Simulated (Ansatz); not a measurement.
The start is a relaxed AlRu cell with one Al and one Ru atom exchanged in a cell of 4 atoms. A full variable-cell relaxation at zero pressure is run with r2SCAN (plane waves to 500 eV, PAW, scalar-relativistic; Ansatz, a program for electronic structure).

Ansatz input (later rounds restart from its end on a renewed k-mesh):
Ansatz 0.2 input:
```yaml
crystal:
  lattice:
    - [5.9650424676, 0, 0]
    - [0, 2.9825212338, 0]
    - [0, 0, 2.9825212338]
  atoms:
    - { symbol: Ru, position: [0, 0, 0] }
    - { symbol: Al, position: [0.5, 0, 0] }
    - { symbol: Al, position: [0.25, 0.5, 0.5] }
    - { symbol: Ru, position: [0.75, 0.5, 0.5] }
basis: { ecutwfc: 500, ecutrho_ratio: 4, xc_grid: 4, fft_grid_basis: typed }
kpoints: { mp_grid: { grid: [8, 16, 16] } }
hamiltonian:
  xc: r2scan
  dispersion: none
  pseudopotentials: { kind: paw }
scf: { occupations: { method: fermi_dirac, width: 0.05 } }
relax: { f_tol: 0.01, max_steps: 100, cell: { stress_tol: 0.02 } }
output: { forces: true, stress: true }
```

Question: How large is the pressure on the unrelaxed cell, and of which sign?

Answer: +10.5 GPa (positive: the cell is compressed).

Question: What is the largest force in the starting geometry, and on which atom (counted from 1)?

Answer: 4.15 eV/Å, on Ru1, Ru4 (atoms numbered as listed).

Question: By how much does the energy per atom fall from start to end?

Answer: 0.24 eV/atom.

Question: How does the volume change?

Answer: +3.4 %, from 13.27 to 13.72 Å³/atom.

Question: How do the shortest distances between atoms change?

Answer: The closest pairs of elements (up to four, under 3.6 Å), start → end: Al–Ru 2.58 → 2.50 Å; Ru–Ru 2.58 → 2.80 Å; Al–Al 2.58 → 2.69 Å.

Question: Is the relaxed structure metallic? Give its gap.

Answer: No gap (metallic).

Question: What does it relax into? Give the structure.

Answer: 
Space group P4/nmm, origin choice 1 (No. 129); a = b = 3.092 Å, c = 5.741 Å, α = β = γ = 90.00°

```tsv
atom	site	symmetry	x	y	z
Ru	2c	4mm	0.0000	0.5000	0.3477
Al	2c	4mm	0.5000	0.0000	0.1364
```

Final values are on a 15×15×8 k-mesh of the relaxed cell. No spin polarisation in the result.

The run could not lose the symmetry of its start: the end is stationary, and may be a saddle point rather than a minimum.

The relaxed structure here is a generated cell of AlRu: the first start was made by placing the elements on the sites of a structure type, and the end was not matched to a known phase here, so it may be hypothetical.
